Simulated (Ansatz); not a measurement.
With the program Ansatz at the r²SCAN+D4 level (PAW), SiC in the hexagonal phase (P6_3/mmc; Si on 2c, C on 2d) relaxes to a = 3.128 Å, c = 4.979 Å. Against the elements it lies at 0.16 eV/atom, with no fitted shifts.

It is gapped at this level: 0.33 eV (indirect). The valence maximum lies at Γ and the conduction minimum at M (3 equivalent valleys). The screened hybrid HSE06 puts the gap at 0.78 eV. The electron mass is 0.15, 0.94, 0.94 mₑ (principal values). The hole mass is 0.12, 2.3, 2.3 mₑ (principal values).

Bader charges are Si +2.84, C -2.84 e.

The start of the workflow was typed in or built on a structure type; neither database checked (COD, Materials Project) lists it. It is not the phase usual at ambient conditions (space group No. 186, 216). The cell was relaxed with r²SCAN+D4 under the symmetry of its start; whether a distortion lowers the energy is not shown. The volume moved by -46 % from the start of the relaxation. Its formation energy is positive at this level, so the cell may be metastable or incomplete. The references are the lowest solids computed at this level, not always the standard phases.

Potentials: the later of the program's two PAW sets.
